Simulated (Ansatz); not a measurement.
Zn$_{3}$N$_{2}$:
Space group P6₃/mmc (No. 194); a = b = 3.3195 Å, c = 11.6564 Å, α = β = 90.00°, γ = 120.00°

```tsv
atom	site	symmetry	x	y	z
Zn	4f	3m.	0.3333	0.6667	0.0788
Zn	2b	-6m2	0.0000	0.0000	0.2500
N	2c	-6m2	0.3333	0.6667	0.2500
N	2a	-3m.	0.0000	0.0000	0.0000
```

Relaxed at zero pressure with DFT-LDA in the program Ansatz with PAW potentials.

### Question
The volume is lowered by 3 % and shape and atoms relax at that volume. What pressure results, and how do the axes share the change?

### Answer
5.4 GPa; a -0.9 %, b -0.9 %, c -1.2 %; the energy rises by 5 meV/atom.

### Question
Give the new structure.

### Answer

Space group P6₃/mmc (No. 194); a = 3.290 Å, b = 3.290 Å, c = 11.514 Å, α = 90.00°, β = 90.00°, γ = 120.00°

```tsv
atom	site	symmetry	x	y	z
Zn	4f	3m.	0.3333	0.6667	0.0787
Zn	2b	-6m2	0.0000	0.0000	0.2500
N	2c	-6m2	0.3333	0.6667	0.2500
N	2a	-3m.	0.0000	0.0000	0.0000
```

The phase is kept; no other phase was compared at this pressure.

Space group P6_3/mmc. The first step of the workflow began from a Materials Project structure, measured or hypothetical; the Crystallography Open Database copy checked does not list it. Its standing as an ambient phase is unchecked. The cell was relaxed with LDA under the symmetry of its start; of distortions, only those at the zone centre were tested.

Potentials: the later of the program's two PAW sets.
